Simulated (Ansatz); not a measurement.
Two-dimensional strain map in Ag

The calculation used DFT r2SCAN, scalar-relativistic, plane waves, PAW in Ansatz 0.2.0. Cutoff 500 eV, Γ-centred 20×20×20 k-points, Gaussian smearing of 0.15 eV. No spin polarisation. Energies are free energies at this smearing, counted from the undisturbed cell; pressure is positive in compression.

The undisturbed cell (as given, not relaxed at this level; it stands at 1.4 GPa):

```
CELL_PARAMETERS angstrom
0.00000 2.04310 2.04310
2.04310 0.00000 2.04310
2.04310 2.04310 0.00000
ATOMIC_POSITIONS crystal
Ag 0.00000 0.00000 0.00000
```

The cell is strained by p along both x and y and by q along z, fractional coordinates fixed. Points are written (p, q).

p was sampled at -0.030, -0.015, 0.000, 0.015, 0.030 and q at -0.030, -0.015, 0.000, 0.015, 0.030.

Q: Where on the computed points is the energy highest, and how high?

A: At (-0.030, -0.030): 68.7 meV/atom.

Q: Away from (0, 0), which computed point is lowest?

A: (0.000, 0.015): -0.7 meV/atom.

The map, in meV/atom:

| p \ q | -0.030 | -0.015 | 0.000 | 0.015 | 0.030 |
| --- | --- | --- | --- | --- | --- |
| -0.030 | 68.7 | 49.2 | 34.3 | 23.6 | 16.9 |
| -0.015 | 32.8 | 19.6 | 10.5 | 5.1 | 3.2 |
| 0.000 | 11.5 | 3.9 | 0.0 | -0.7 | 1.7 |
| 0.015 | 2.6 | 0.1 | 0.8 | 4.4 | 10.6 |
| 0.030 | 4.4 | 6.4 | 11.2 | 18.5 | 28.1 |